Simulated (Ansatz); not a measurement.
This HfRu5 structure is the end of a relaxation. The cell was found from a structure generator's guess, not taken from experiment.

All numbers below come from DFT PBE, scalar-relativistic, plane waves, PAW in Ansatz. Cutoff 420 eV, Γ-centred mesh, Gaussian smearing, no spin polarisation.

```cif
data_structure
_symmetry_space_group_name_H-M 'P 1'
_symmetry_Int_Tables_number 1
_cell_length_a 5.0885
_cell_length_b 5.0885
_cell_length_c 5.0885
_cell_angle_alpha 60.000
_cell_angle_beta 60.000
_cell_angle_gamma 60.000
_cell_volume 93.17
loop_
_atom_site_label
_atom_site_type_symbol
_atom_site_fract_x
_atom_site_fract_y
_atom_site_fract_z
_atom_site_occupancy
Hf1 Hf 0.00000 0.00000 0.00000 1
Ru1 Ru 0.12666 0.62445 0.62445 1
Ru2 Ru 0.62445 0.12666 0.62445 1
Ru3 Ru 0.62445 0.62445 0.12666 1
Ru4 Ru 0.62445 0.62445 0.62445 1
Ru5 Ru 0.25000 0.25000 0.25000 1
```

Formation energies are uncorrected and refer to the elements' standard structures at the same level.

(1) What space group does it have?

(2) What is its formation energy per atom?

(3) Is it a metal?

Results:

(1) F-43m (No. 216). Conventional cell: a = 7.196 Å. Hf has 16 Ru at 2.98–3.12 Å; Ru on a site of symmetry 3m has 6 Ru at 2.53–2.56 Å, 3 Ru at 2.98 Å and 3 Hf at 2.98 Å; Ru on a site of symmetry -43m is surrounded by 12 Ru at 2.98 Å and 4 Hf at 3.12 Å.

(2) +0.13 eV/atom. A positive value: parting into the elements would lower its energy.

(3) Yes, bands cross the Fermi level on the 10×10×10 mesh.

The last run used a 10×10×10 mesh for its 6-atom cell and Gaussian smearing of 0.10 eV. Spin–orbit coupling, which can matter for Hf, is left out. Symmetry constrained the relaxation, so the result can be a saddle point.
